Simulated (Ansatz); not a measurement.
Input and command of a plane-wave DFT calculation in Ansatz:

```yaml
crystal:
  lattice:
    - [0.0, 3.7451226908, 3.7451226908]
    - [3.7451226908, 0.0, 3.7451226908]
    - [3.7451226908, 3.7451226908, 0.0]
  atoms:
    - { symbol: Zr, position: [0.0, 0.0, 0.0] }
    - { symbol: Zr, position: [0.25, 0.25, 0.25] }
    - { symbol: V, position: [0.625, 0.625, 0.625] }
    - { symbol: V, position: [0.125, 0.625, 0.625] }
    - { symbol: V, position: [0.625, 0.625, 0.125] }
    - { symbol: V, position: [0.625, 0.125, 0.625] }
basis:
  ecutwfc: 420
kpoints:
  mp_grid: { grid: [8, 8, 8] }
hamiltonian:
  xc: pbesol
scf:
  occupations: { method: gaussian, width: 0.1 }
output:
  forces: true
  stress: true
  eigenvalues: true
```

```bash
ansatz run input.yaml --threads 1 --pin off --max-ram 2560MiB --backend cpu --events-out ev --progress --plain --runs-dir out
```

Processor: Arm Neoverse V1, 1 thread, on a host shared with other jobs.

Problem. Estimate time, memory and problem size.

Solution. About 9.5 s on 1 thread of Arm Neoverse V1 (shared host), peak memory 0.42 GiB. It solves 46 bands at 29 k points (the mesh reduced by symmetry) with about 2085 plane waves, in 6 SCF iterations.
